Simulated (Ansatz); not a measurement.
GaN in space group P-6m2 (No. 187; Ga on 1a, N on 1f) under volume change, DFT-PBEsol in the program Ansatz with PAW potentials, shape and atoms relaxed at each volume.

```tsv
V (Å³/atom)	E − E(relaxed) (meV/atom)	P (GPa)
9.041	57.3	22.46
9.339	24.0	13.66
9.637	5.7	6.25
9.935	0.0	-0.01
10.233	5.1	-5.28
10.531	19.1	-9.68
10.830	40.6	-13.27
```

Problem. What does a third-order Birch–Murnaghan fit give for V₀, B₀ and B′?

Solution. V₀ = 9.93 Å³/atom, B₀ = 190 GPa, B′ = 4.8.

The cell is a constructed one: a structure type filled with these elements; neither database checked (COD, Materials Project) lists it. It is not the phase usual at ambient conditions (space group No. 186, 216). Symmetry was held in the PBEsol relaxation. At this level the phase is dynamically unstable (imaginary phonons).

Potentials: the later of the program's two PAW sets.
